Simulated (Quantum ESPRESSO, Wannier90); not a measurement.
## Tight-binding from DFT: TaS₂ (R3m)

```
begin unit_cell_cart
ang
   -1.6688151367    2.8904726053    0.0000000000
   -3.3376302735    0.0000000000    0.0000000000
   -1.6688151367    0.9634908684    6.3284130000
end unit_cell_cart
begin atoms_frac
Ta  -0.1667500000 -0.1667500000 -0.4997500000
S    0.4181970000  0.4181970000 -0.2545910000
S   -0.4184430000 -0.4184430000  0.2553290000
end atoms_frac
```

Materials Project entry mp-10014; symmetrised, unrelaxed at this level. Not found in the COD (Crystallography Open Database) copy used, which has the formula in other groups; not checked further. Level: PBEsol, spinors with spin-orbit coupling; pw.x of Quantum ESPRESSO at 47 Ry with PseudoDojo potentials, 8×8×8 k-points, Wannier90. Density: 10×10×10 mesh, cold smearing 0.01 Ry. The cell is built of weakly bound layers, chains or molecules. Database cells relaxed without dispersion often hold them too far apart, which can enlarge gaps and weakens couplings between them; spacing and stacking were not compared with the measured crystal.

A tight-binding model is made by disentanglement and projection with no localisation steps (num_iter = 0), so the 22 orbitals stay atom-like: hydrogen-like Ta: d; S: p, axes along x, y, z; frozen window up to 3.00 eV relative to the Fermi level. It follows pw.x to 2.1 meV rms for states up to 1.0 eV relative to the Fermi level. Matrix elements depend on this choice of orbitals and windows.

The 45 largest hoppings ⟨m,0|H|n,R⟩ between different sites (one of each Hermitian pair; signs follow the real orbitals' lobes; the list may end inside a set of equal values):

| m | n | R | distance of the centres (Å) | t (eV) | Im t (eV) |
|---|---|---|---|---|---|
| Ta1 dyz↑ | S3 py↑ | 1 0 -1 | 2.40 | -1.728 | 0.000 |
| Ta1 dyz↓ | S3 py↓ | 1 0 -1 | 2.40 | -1.728 | 0.000 |
| S2 py↓ | Ta1 dyz↓ | 0 1 0 | 2.40 | 1.724 | 0.000 |
| S2 py↑ | Ta1 dyz↑ | 0 1 0 | 2.40 | 1.724 | 0.000 |
| S2 pz↑ | S3 pz↑ | 1 1 -1 | 3.23 | 1.170 | 0.000 |
| S2 pz↓ | S3 pz↓ | 1 1 -1 | 3.23 | 1.170 | 0.000 |
| Ta1 dxz↑ | S3 px↑ | 0 1 -1 | 2.41 | -1.131 | 0.007 |
| S3 px↑ | Ta1 dxz↑ | 0 0 1 | 2.41 | -1.131 | 0.007 |
| S3 px↓ | Ta1 dxz↓ | 0 0 1 | 2.41 | -1.131 | -0.007 |
| Ta1 dxz↓ | S3 px↓ | 0 1 -1 | 2.41 | -1.131 | -0.007 |
| S2 px↓ | Ta1 dxz↓ | 1 0 0 | 2.41 | 1.129 | -0.006 |
| S2 px↑ | Ta1 dxz↑ | 1 0 0 | 2.41 | 1.129 | 0.006 |
| S2 px↑ | Ta1 dxz↑ | 1 1 0 | 2.41 | 1.129 | -0.006 |
| S2 px↓ | Ta1 dxz↓ | 1 1 0 | 2.41 | 1.129 | 0.006 |
| Ta1 dxy↓ | S3 px↓ | 1 0 -1 | 2.32 | -1.104 | 0.000 |
| Ta1 dxy↑ | S3 px↑ | 1 0 -1 | 2.32 | -1.104 | 0.000 |
| S2 px↑ | Ta1 dxy↑ | 0 1 0 | 2.32 | -1.101 | 0.000 |
| S2 px↓ | Ta1 dxy↓ | 0 1 0 | 2.32 | -1.101 | 0.000 |
| Ta1 dyz↑ | S3 px↑ | 0 1 -1 | 2.41 | -1.033 | -0.007 |
| Ta1 dyz↓ | S3 px↓ | 0 1 -1 | 2.41 | -1.033 | 0.007 |
| S3 px↑ | Ta1 dyz↑ | 0 0 1 | 2.41 | 1.033 | 0.007 |
| S3 px↓ | Ta1 dyz↓ | 0 0 1 | 2.41 | 1.033 | -0.007 |
| Ta1 dxz↑ | S3 py↑ | 0 1 -1 | 2.44 | -1.033 | -0.001 |
| S3 py↑ | Ta1 dxz↑ | 0 0 1 | 2.44 | 1.033 | 0.001 |
| S3 py↓ | Ta1 dxz↓ | 0 0 1 | 2.44 | 1.033 | -0.001 |
| Ta1 dxz↓ | S3 py↓ | 0 1 -1 | 2.44 | -1.033 | 0.001 |
| S2 pz↑ | Ta1 dyz↑ | 0 1 0 | 2.51 | 1.032 | 0.000 |
| S2 pz↓ | Ta1 dyz↓ | 0 1 0 | 2.51 | 1.032 | 0.000 |
| S2 px↑ | Ta1 dyz↑ | 1 0 0 | 2.41 | 1.031 | -0.007 |
| S2 px↓ | Ta1 dyz↓ | 1 0 0 | 2.41 | 1.031 | 0.007 |
| S2 px↑ | Ta1 dyz↑ | 1 1 0 | 2.41 | -1.031 | -0.007 |
| S2 px↓ | Ta1 dyz↓ | 1 1 0 | 2.41 | -1.031 | 0.007 |
| S2 py↑ | Ta1 dxz↑ | 1 0 0 | 2.44 | 1.031 | 0.000 |
| S2 py↓ | Ta1 dxz↓ | 1 0 0 | 2.44 | 1.031 | 0.000 |
| S2 py↑ | Ta1 dxz↑ | 1 1 0 | 2.44 | -1.031 | 0.000 |
| S2 py↓ | Ta1 dxz↓ | 1 1 0 | 2.44 | -1.031 | 0.000 |
| Ta1 dyz↑ | S3 pz↑ | 1 0 -1 | 2.51 | 1.028 | 0.000 |
| Ta1 dyz↓ | S3 pz↓ | 1 0 -1 | 2.51 | 1.028 | 0.000 |
| S3 py↑ | Ta1 dx2-y2↑ | 0 0 1 | 2.38 | -0.974 | -0.020 |
| S3 py↓ | Ta1 dx2-y2↓ | 0 0 1 | 2.38 | -0.974 | 0.020 |
| Ta1 dx2-y2↑ | S3 py↑ | 0 1 -1 | 2.38 | -0.974 | -0.020 |
| Ta1 dx2-y2↓ | S3 py↓ | 0 1 -1 | 2.38 | -0.974 | 0.020 |
| S2 py↑ | Ta1 dx2-y2↑ | 1 0 0 | 2.37 | -0.971 | 0.020 |
| S2 py↑ | Ta1 dx2-y2↑ | 1 1 0 | 2.37 | -0.971 | -0.020 |
| S2 py↓ | Ta1 dx2-y2↓ | 1 0 0 | 2.37 | -0.971 | -0.020 |
